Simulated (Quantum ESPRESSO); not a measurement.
```cif
data_AgNO3
_chemical_formula_sum 'N1 O3 Ag1'
_space_group_name_H-M_alt 'P 1'
_space_group_IT_number 1
_cell_length_a 4.07337
_cell_length_b 4.07337
_cell_length_c 4.07337
_cell_angle_alpha 78.423
_cell_angle_beta 78.423
_cell_angle_gamma 78.423
loop_
_space_group_symop_operation_xyz
  'x, y, z'
loop_
_atom_site_label
_atom_site_type_symbol
_atom_site_fract_x
_atom_site_fract_y
_atom_site_fract_z
_atom_site_occupancy
N1 N 0.57549 0.57549 0.57549 1
O1 O 0.43617 0.43617 0.86140 1
O2 O 0.86140 0.43617 0.43617 1
O3 O 0.43617 0.86140 0.43617 1
Ag1 Ag 0.99214 0.99214 0.99214 1
```

Cell and atoms were relaxed with PBE+D3(BJ) from Materials Project entry mp-8196, within its symmetry.

Question: What does PBEsol (pw.x of Quantum ESPRESSO, ONCV potentials, with spin-orbit coupling) give for the electronic structure near the Fermi level?

Answer: The PBEsol gap is indirect, 1.57 eV, from L to Z; the smallest direct gap is 2.14 eV.
